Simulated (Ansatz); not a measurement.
SbPd:
```yaml
crystal:
  lattice:
    - [4.10917, 0.00000, 0.00000]
    - [-2.05458, 3.55865, 0.00000]
    - [0.00000, 0.00000, 5.64925]
  atoms:
    - { symbol: Sb, position: [0.33333, 0.66667, 0.25000] }
    - { symbol: Sb, position: [0.66667, 0.33333, 0.75000] }
    - { symbol: Pd, position: [0.00000, 0.00000, 0.00000] }
    - { symbol: Pd, position: [0.00000, 0.00000, 0.50000] }
```

Relaxed with r²SCAN.

**Question.** Give the Bader charges and basin volumes of the independent atoms, r²SCAN (plane waves, PAW; program Ansatz).

**Answer.** 

| atom | Bader charge (e) | Bader volume (Å³) |
|---|---|---|
| Sb1 | +0.40 | 22.8 |
| Pd3 | -0.40 | 18.5 |

Space group P6_3/mmc (NiAs type). The workflow started from an entry of the Crystallography Open Database (COD). Whether it is the stable phase at ambient conditions was not checked. The r²SCAN relaxation kept the symmetry of its start; whether a distortion lowers the energy is not shown. The run is not spin-polarised. Scalar-relativistic: spin–orbit coupling is off unless named, which matters more the heavier the elements.

Potentials: the later of the program's two PAW sets.
